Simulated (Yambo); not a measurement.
Yambo run on BaNiF6 (space group R-3m, No. 166). The wavefunctions are LDA (pw.x of Quantum ESPRESSO, ONCV potentials, scalar-relativistic) ones on a 2×2×2 mesh (35 occupied bands); a = b = c = 4.821 Å, α = β = γ = 98.69°.

Yambo input:

```
rim_cut
gw0
dyson
el_el_corr
HF_and_locXC
ppa
em1d
RandQpts= 1000000
RandGvec= 1 Ry
EXXRLvcs= 98 Ry
VXCRLvcs= 392 Ry
Chimod= "HARTREE"
% BndsRnXp
 5 | 116 |
%
NGsBlkXp= 7 Ry
% LongDrXp
 1.0 | 1.0 | 1.0 |
%
PPAPntXp= 27.2114 eV
% GbndRnge
 1 | 116 |
%
GTermKind= "BG"
DysSolver= "n"
ExtendOut
% QPkrange
 1 | 1 | 36 | 36 |
 3 | 3 | 35 | 36 |
%
```

k points by index: 1 = Γ, 3 = F.

Table of the .qp output:

```
#    K-point    Band    Eo [eV]    E [eV]    E-Eo [eV]    Vxc [eV]    Vnlxc [eV]    Sc|Eo [eV]    Sc|E [eV]    dSc/dw|Eo [eV]    Re(Z)    Im(Z)
#
    1    36    1.225060    2.984614    1.759554    -28.42589    -23.46479    -2.622709    -3.201546    -8.951034    0.752473    -0.001732
    3    35    0.000000    -1.245826    -1.245826    -27.94708    -36.75621    7.137056    7.563296    -9.308116    0.745115    -0.001778
    3    36    1.238939    3.013605    1.774665    -28.48005    -23.46840    -2.652099    -3.236982    -8.967508    0.752130    -0.001749
```
(The two width columns are left out.) Convergence of these settings isn't established.

Geometry of the Materials Project entry, not relaxed at this level.

The structure is a Materials Project entry; no match was found in the copy of COD used, and its stability was not checked.

The runs are not spin-polarised; magnetic order was not tried.
